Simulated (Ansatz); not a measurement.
LiNbO₃:
```cif
data_Li2Nb2O6
_chemical_formula_sum 'Li2 Nb2 O6'
_space_group_name_H-M_alt 'P 1'
_space_group_IT_number 1
_cell_length_a 5.47979
_cell_length_b 5.47979
_cell_length_c 5.47979
_cell_angle_alpha 55.869
_cell_angle_beta 55.869
_cell_angle_gamma 55.869
loop_
_space_group_symop_operation_xyz
  'x, y, z'
loop_
_atom_site_label
_atom_site_type_symbol
_atom_site_fract_x
_atom_site_fract_y
_atom_site_fract_z
_atom_site_occupancy
Li1 Li 0.71923 0.71923 0.71923 1
Li2 Li 0.21923 0.21923 0.21923 1
Nb1 Nb 0.00160 0.00160 0.00160 1
Nb2 Nb 0.50160 0.50160 0.50160 1
O1 O 0.64000 0.89067 0.28139 1
O2 O 0.89067 0.28139 0.64000 1
O3 O 0.28139 0.64000 0.89067 1
O4 O 0.14000 0.78139 0.39067 1
O5 O 0.39067 0.14000 0.78139 1
O6 O 0.78139 0.39067 0.14000 1
```

This is the PBEsol-relaxed structure.

Problem. All from DFT-PBEsol in the program Ansatz with PAW potentials, unless another level is named. Give the electronic dielectric constant ε∞ (DFPT).

Solution. 5.51 (xx = yy), 5.32 (zz).

Problem. Next, the Born charges (a third of the trace)?

Solution. Li +1.14, Nb +7.08, O -2.74 e.

Problem. Predict the largest static χ(2) component.

Solution. 61 pm/V.

Space group R3c. The PBEsol relaxation kept the symmetry of its start. No spin polarisation was allowed. Spin–orbit coupling is left out wherever it is not named.

Potentials: the later of the program's two PAW sets.
